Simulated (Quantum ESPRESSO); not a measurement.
## PtIrRu5Cu (a guest atom moved from site to site)

Simulated, not a measurement. The program is pw.x of Quantum ESPRESSO 7.5 (plane-wave density functional theory). The cell is made up: eight metal atoms on a hexagonal close-packed lattice, with elements, volume, strain and displacements drawn at random and not relaxed, so it may be unstable or far from any real phase. PseudoDojo standard norm-conserving files set the functional (PBE unless stated); there is no spin polarisation or spin-orbit coupling, the Fermi-Dirac width of 0.25 eV means electrons at about 2900 K, and the masses in the input are unused placeholders. The copper pseudopotential is less sure than most, with forces differing by about three percent and pressure by about two GPa from a second method on plain copper. Heavy elements are run without spin-orbit coupling, which real alloys of them have. A spin test at this wide smearing found no moment, but such smearing suppresses magnetism that the real alloy may have.

The runs move one Ir atom among sites that otherwise hold Ru. Cell, positions, cutoff, mesh and smearing stay as in the input of run 1; sites are counted in its order. Stress in the tables is positive in tension.

Input of run 1:

```
&control calculation='scf', pseudo_dir='./dojo.nc.sr.pbe.v0_5.standard.upf', outdir='./o', disk_io='minimal', tprnfor=.true., tstress=.true. /
&system ibrav=0, nat=8, ntyp=4, nbnd=84, ecutwfc=92.02030273, nosym=.true., tot_charge=0,
 occupations='smearing', smearing='fd', degauss=0.0183746611
/
&electrons conv_thr=1.470e-08, electron_maxstep=70, mixing_beta=0.5 /
ATOMIC_SPECIES
Cu 1.0 Cu.upf
Ir 1.0 Ir.upf
Pt 1.0 Pt.upf
Ru 1.0 Ru.upf
CELL_PARAMETERS angstrom
-2.7603 0.0 0.0
0.0 4.781 0.0
1.3801 -2.3905 -8.9957
ATOMIC_POSITIONS angstrom
Pt 0.1023 -0.0331 0.0062
Ir 0.0434 1.6132 -2.1664
Ru 0.0309 0.0096 -4.5568
Ru -0.0252 1.5464 -6.8138
Ru -1.4822 2.3334 0.0166
Cu -1.3558 3.9648 -2.3205
Ru -1.3604 2.3644 -4.4769
Ru -1.553 -0.8722 -6.7862
K_POINTS automatic
8 5 3 1 1 1
```

| run | elements on sites 1 to 8 | free energy less that of run 1 (eV) | -TS (eV) | pressure (GPa) | stress xx (GPa) | stress yy (GPa) | stress zz (GPa) | stress yz (GPa) | stress xz (GPa) | stress xy (GPa) | iterations |
| --- | --- | --- | --- | --- | --- | --- | --- | --- | --- | --- | --- |
| 1 | Pt Ir Ru Ru Ru Cu Ru Ru | 0.000 | -1.938 | -11.38 | 9.87 | 8.96 | 15.30 | 0.42 | -0.80 | 0.02 | 22 |
| 2 | Pt Ru Ir Ru Ru Cu Ru Ru | 0.007 | -1.979 | -11.35 | 10.13 | 8.42 | 15.49 | 0.38 | -0.55 | 0.07 | 23 |
| 3 | Pt Ru Ru Ir Ru Cu Ru Ru | 0.185 | -2.009 | -10.70 | 9.55 | 8.07 | 14.48 | 0.51 | -0.57 | -0.01 | 23 |
| 4 | Pt Ru Ru Ru Ir Cu Ru Ru | 0.205 | -1.978 | -10.55 | 9.34 | 8.13 | 14.19 | 0.36 | -0.88 | 0.09 | 27 |
| 5 | Pt Ru Ru Ru Ru Cu Ir Ru | -0.038 | -1.970 | -11.43 | 10.11 | 8.61 | 15.57 | 0.43 | -0.65 | 0.03 | 23 |
| 6 | Pt Ru Ru Ru Ru Cu Ru Ir | 0.129 | -2.003 | -10.79 | 9.78 | 8.15 | 14.43 | 0.30 | -0.63 | 0.00 | 22 |

Forces Fx Fy Fz (eV/Å):

```
site              run 1              run 2              run 3              run 4              run 5              run 6
   1  -1.01 -0.41 -0.37  -1.02 -0.39 -0.52  -1.00 -0.25 -0.92  -1.03 -0.43 -0.63  -1.04 -0.39 -0.57  -1.00 -0.47 -0.78
   2  -0.41 -0.07 -1.31  -0.33 -0.02 -1.00  -0.32 -0.04 -1.06  -0.40 -0.07 -1.41  -0.33 -0.05 -0.99  -0.33 -0.01 -1.16
   3  -0.45 -0.03 -0.71  -0.49 -0.10 -0.34  -0.44 -0.11 -0.42  -0.46 -0.07 -0.55  -0.45 -0.10 -0.55   -0.48 0.00 -0.35
   4    0.14 -0.21 1.39    0.16 -0.16 1.25    0.08 -0.27 1.71    0.16 -0.16 1.71    0.18 -0.22 1.29    0.10 -0.24 1.47
   5     0.84 0.36 0.30     0.75 0.33 0.04    0.75 0.25 -0.15    0.84 0.41 -0.03     0.76 0.31 0.14    0.74 0.35 -0.19
   6     0.05 0.12 0.06     0.05 0.10 0.09     0.05 0.11 0.06    0.05 0.12 -0.01     0.05 0.11 0.12     0.04 0.12 0.08
   7  -0.06 -0.14 -0.31  -0.06 -0.09 -0.20  -0.07 -0.12 -0.12  -0.07 -0.14 -0.29  -0.06 -0.07 -0.16  -0.07 -0.17 -0.09
   8     0.91 0.39 0.95     0.93 0.33 0.68     0.95 0.43 0.90     0.93 0.33 1.20     0.90 0.40 0.71     1.00 0.42 1.01
```

The sites are displaced and not relaxed, so the energy differences mix bonding between neighbours with strain and are not ordering energies. A rerun of one cell of this series at a higher cutoff and on a denser mesh moved values by no more than 0.007 eV in energy, 0.18 GPa in stress and 0.009 eV/Å in force, and a second program with other atomic files agreed on that cell to 2 % rms in force and 0.5 GPa in pressure.